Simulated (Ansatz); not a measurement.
# Structure optimisation: silicon, A15

All numbers below come from Ansatz 0.2.0, DFT, r2SCAN, plane waves (500 eV) with PAW, scalar-relativistic. (PAW data from PBE, frozen cores regenerated.)

k-point mesh 5×5×5, Fermi-Dirac smearing 0.1 eV, no spin polarisation. Cell and atoms relax.

Starting structure:

```
Si
1.0
     4.93412    0.00000    0.00000
     0.00000    4.93412    0.00000
     0.00000    0.00000    4.93412
Si
8
Direct
  0.00000 0.00000 0.00000
  0.50000 0.50000 0.50000
  0.25000 0.00000 0.50000
  0.75000 0.00000 0.50000
  0.50000 0.25000 0.00000
  0.50000 0.75000 0.00000
  0.00000 0.50000 0.25000
  0.00000 0.50000 0.75000
```

Problem. The pressure at the start is -4.0 GPa. By how much does the volume change?

Solution. From 15.02 to 14.20 Å³ per atom, -5.4 %. The final cell has a = 4.844 Å.

Problem. How much energy does the relaxation gain?

Solution. 10.7 meV per atom.

Path of the relaxation (the plane waves are chosen anew near the end, which can shift the energy a little):

```csv
step,E − E(final) (meV/atom),V (Å³/atom),P (GPa),max force (eV/Å)
0,10.72,15.015,-4.03,0.000
1,0.86,14.429,-1.24,0.000
2,-0.03,14.183,0.13,0.000
3,-0.04,14.205,0.00,0.000
4,0.00,14.205,0.01,0.000
```
